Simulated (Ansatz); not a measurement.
Values for one crystal, relaxed and computed with the program Ansatz at the r²SCAN level (PAW); other levels are named.

* **Volume per atom**: 14.45 Å³
* **Band gap**: 4.09 eV (indirect)
* **HSE06 gap on the r²SCAN cell**: 4.65 eV
* **Formation energy from the elements (no fitted shifts)**: -1.22 eV/atom
* **Hole effective mass, band 1 of 2 at the edge**: 1.5 along x, 1.3 along z (mₑ)
* **Hole effective mass, band 2 of 2 at the edge**: 0.27 along x, 1.3 along z (mₑ)
* **Mechanical stability**: stable (all eigenvalues of C positive)

Pick the material that matches.
(A) BaTiS3, P6_3cm (Pearson symbol hP30)
(B) BeS, wurtzite
(C) AlN, wurtzite
(D) ZnS, R3m (Pearson symbol hR12)

B, BeS, wurtzite

Space group P6_3mc (wurtzite). The start of the workflow was typed in or built on a structure type; neither database checked (COD, Materials Project) lists it. COD files the formula under space group No. 216, so this cell is another polymorph or a model. Its standing as an ambient phase is unchecked. The cell was relaxed with r²SCAN under the symmetry of its start; its stability against distortions is not shown here. The references are the lowest solids computed at this level, not always the standard phases.

Potentials: the later of the program's two PAW sets.
